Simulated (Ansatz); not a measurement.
YHSe:
```xyz
3
Lattice="3.8389 0.0000 0.0000 -1.9195 3.3246 0.0000 0.0000 0.0000 3.9190" Properties=species:S:1:pos:R:3 pbc="T T T"
Y      0.0000     0.0000     0.0000
H      0.0000     2.2164     0.0000
Se     1.9195     1.1082     1.9595
```

Relaxed with r²SCAN. Independent-particle spectrum: no excitons, no local fields, no scissors shift; 0.1 eV broadening; ε₁ of the summed bands alone.

### Question
Tabulate the dielectric function from r²SCAN in the plane-wave PAW code Ansatz.

### Answer


| E (eV) | ε₁ xx | ε₂ xx | ε₁ zz | ε₂ zz |
|---|---|---|---|---|
| 0.0 | 7.75 | 0.00 | 7.93 | 0.00 |
| 0.3 | 7.78 | 0.00 | 7.95 | 0.00 |
| 0.6 | 7.85 | 0.00 | 8.02 | 0.00 |
| 0.9 | 7.98 | 0.00 | 8.14 | 0.00 |
| 1.2 | 8.17 | 0.00 | 8.32 | 0.00 |
| 1.5 | 8.46 | 0.00 | 8.56 | 0.00 |
| 1.8 | 8.87 | 0.00 | 8.89 | 0.00 |
| 2.1 | 9.53 | 0.00 | 9.34 | 0.00 |
| 2.4 | 10.89 | 0.72 | 9.96 | 0.00 |
| 2.7 | 10.89 | 1.83 | 10.86 | 0.01 |
| 3.0 | 11.16 | 2.30 | 12.28 | 0.07 |
| 3.3 | 12.11 | 2.61 | 15.43 | 0.65 |
| 3.6 | 14.94 | 4.82 | 18.11 | 5.22 |
| 3.9 | 13.96 | 10.91 | 17.37 | 12.25 |
| 4.2 | 7.75 | 11.66 | 9.83 | 13.47 |
| 4.5 | 5.53 | 9.09 | 9.48 | 11.49 |
| 4.8 | 7.04 | 7.51 | 10.48 | 15.43 |
| 5.1 | 8.43 | 9.46 | 5.15 | 16.94 |
| 5.4 | 6.70 | 13.16 | -0.64 | 16.73 |
| 5.7 | 3.56 | 13.87 | -2.44 | 11.41 |
| 6.0 | -0.50 | 13.24 | -1.93 | 9.07 |
| 6.3 | -2.29 | 10.21 | -1.07 | 7.67 |
| 6.6 | -2.42 | 7.93 | -0.26 | 7.87 |
| 6.9 | -2.07 | 6.80 | -0.55 | 8.82 |
| 7.2 | -1.98 | 6.04 | -3.40 | 9.41 |
| 7.5 | -1.89 | 5.16 | -4.37 | 6.28 |
| 7.8 | -1.48 | 4.54 | -3.78 | 4.13 |
| 8.1 | -1.37 | 3.97 | -1.95 | 3.69 |
| 8.4 | -0.77 | 3.65 | -2.70 | 4.00 |
| 8.7 | -0.66 | 3.58 | -2.64 | 2.71 |
| 9.0 | -0.36 | 3.37 | -1.77 | 2.32 |
| 9.3 | 0.42 | 3.38 | -1.35 | 1.90 |
| 9.6 | 0.50 | 4.78 | -0.17 | 2.44 |
| 9.9 | -1.30 | 4.99 | -0.97 | 3.20 |
| 10.2 | -1.70 | 3.36 | -1.33 | 2.12 |
| 10.5 | -1.26 | 2.72 | -0.90 | 1.82 |
| 10.8 | -0.20 | 2.70 | -0.34 | 1.85 |
| 11.1 | -1.03 | 3.87 | -0.45 | 2.26 |
| 11.4 | -1.69 | 2.81 | -0.72 | 1.84 |
| 11.7 | -1.60 | 2.19 | -0.37 | 1.56 |
| 12.0 | -1.14 | 1.76 | 0.21 | 1.57 |

### Question
From ε at 3.8 eV (xx: 14.87 + 8.73i), find n, k, the normal reflectivity and the absorption coefficient.

### Answer
n = 4.01, k = 1.089, R = 39 %, α = 2kE/ħc = 420000 cm⁻¹.

With all bands, ε∞ without local fields is 7.79 (xx = yy), 7.97 (zz).

Space group P-6m2. The first step of the workflow began from a Materials Project structure, measured or hypothetical; the Crystallography Open Database copy checked does not list it. Its standing as an ambient phase is unchecked. Symmetry was held in the r²SCAN relaxation; whether a distortion lowers the energy is not shown. The run is not spin-polarised. Scalar-relativistic: spin–orbit coupling is off unless named, which matters more the heavier the elements.

Potentials: the later of the program's two PAW sets.
